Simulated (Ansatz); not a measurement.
SiRu$_{2}$:
```
SiRu2
1.0
    3.73761     0.00000     0.00000
    0.00000     3.73761     0.00000
    0.00000     0.00000     5.90829
Ru Si
4 2
Direct
  0.00000   0.00000   0.00000
  0.50000   0.50000   0.00000
  0.50000   0.00000   0.33633
  0.00000   0.50000   0.66367
  0.50000   0.00000   0.72801
  0.00000   0.50000   0.27199
```

Relaxed with r²SCAN. Special points in fractions of this cell's reciprocal vectors: Γ (0.000, 0.000, 0.000); X (0.000, 0.500, 0.000); M (0.500, 0.500, 0.000); Z (0.000, 0.000, 0.500); R (0.000, 0.500, 0.500); A (0.500, 0.500, 0.500).

Question: List the band energies nearest the Fermi level at these points for r²SCAN with spin–orbit coupling (plane waves, PAW; program Ansatz).

Answer: In eV from the Fermi level; about four levels below and three above (degenerate sets whole), none deeper than 8.9 eV; points with the same levels are listed once.

```csv
k,below,above
Γ,-1.57 -1.57 -1.57 -1.57 -0.88 -0.88,0.12 0.12 0.22 0.22
X,-0.22 -0.22 -0.22 -0.22,1.54 1.54 1.54 1.54
M,-1.39 -1.39 -1.39 -1.39,0.20 0.20 0.20 0.20
Z,-1.12 -1.12 -0.36 -0.36,0.69 0.69 0.84 0.84
R,-0.80 -0.80 -0.80 -0.80,0.32 0.32 0.32 0.32
A,-1.05 -1.05 -1.05 -1.05,0.26 0.26 0.26 0.26
```

Space group P4/nmm. The cell is a constructed one: a structure type filled with these elements; neither database checked (COD, Materials Project) lists it. Whether it is the stable phase at ambient conditions was not checked. The cell was relaxed with r²SCAN under the symmetry of its start; its stability against distortions is not shown here. The run is not spin-polarised.

Potentials: the earlier of the program's two PAW sets.
